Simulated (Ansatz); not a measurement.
Al:
```cif
data_Al
_chemical_formula_sum 'Al1'
_space_group_name_H-M_alt 'P 1'
_space_group_IT_number 1
_cell_length_a 2.85676
_cell_length_b 2.85676
_cell_length_c 2.85676
_cell_angle_alpha 60.000
_cell_angle_beta 60.000
_cell_angle_gamma 60.000
loop_
_space_group_symop_operation_xyz
  'x, y, z'
loop_
_atom_site_label
_atom_site_type_symbol
_atom_site_fract_x
_atom_site_fract_y
_atom_site_fract_z
_atom_site_occupancy
Al1 Al 0.00000 0.00000 0.00000 1
```

Relaxed with PBE.

Q: Which orbitals make up the states near the Fermi level in DFT-PBE in the program Ansatz with PAW potentials?

A: Within 0.5 eV of the Fermi level: Al 3p 64 %, Al 3s 30 %, outside the projected shells 6 %. Projections are on Löwdin-orthogonalised atomic valence shells; empty p or d shells of many metals are not among them.

Q: Tabulate the density of states.

A: States/eV per cell of 1 atom, in 0.25 eV bins, energy from the Fermi level.

```csv
E (eV),total,Al 3p,Al 3s
-7.85,0.21,0.14,0.07
-7.60,0.22,0.15,0.07
-7.35,0.23,0.16,0.07
-7.10,0.24,0.16,0.08
-6.85,0.25,0.17,0.08
-6.60,0.26,0.17,0.08
-6.35,0.26,0.18,0.08
-6.10,0.27,0.19,0.08
-5.85,0.28,0.19,0.09
-5.60,0.29,0.20,0.09
-5.35,0.29,0.20,0.09
-5.10,0.30,0.21,0.09
-4.85,0.32,0.23,0.09
-4.60,0.32,0.24,0.09
-4.35,0.31,0.23,0.08
-4.10,0.31,0.22,0.09
-3.85,0.34,0.23,0.10
-3.60,0.34,0.24,0.10
-3.35,0.36,0.25,0.10
-3.10,0.37,0.27,0.10
-2.85,0.39,0.28,0.10
-2.60,0.38,0.28,0.10
-2.35,0.37,0.26,0.10
-2.10,0.35,0.25,0.09
-1.85,0.33,0.23,0.09
-1.60,0.36,0.26,0.09
-1.35,0.37,0.25,0.11
-1.10,0.39,0.26,0.11
-0.85,0.41,0.28,0.12
-0.60,0.39,0.27,0.11
-0.35,0.37,0.25,0.10
-0.10,0.37,0.23,0.12
0.15,0.41,0.26,0.13
0.40,0.44,0.27,0.13
0.65,0.42,0.26,0.13
0.90,0.42,0.27,0.12
1.15,0.42,0.26,0.12
1.40,0.43,0.27,0.13
1.65,0.44,0.27,0.13
1.90,0.44,0.27,0.13
2.15,0.45,0.27,0.13
2.40,0.46,0.28,0.13
2.65,0.46,0.28,0.13
2.90,0.46,0.28,0.13
3.15,0.47,0.29,0.13
3.40,0.48,0.29,0.12
3.65,0.48,0.29,0.12
3.90,0.49,0.30,0.12
4.15,0.50,0.31,0.12
4.40,0.51,0.31,0.11
4.65,0.51,0.32,0.11
```

Space group Fm-3m (fcc (Cu type)). The cell was relaxed with PBE under the symmetry of its start.

Potentials: the later of the program's two PAW sets.
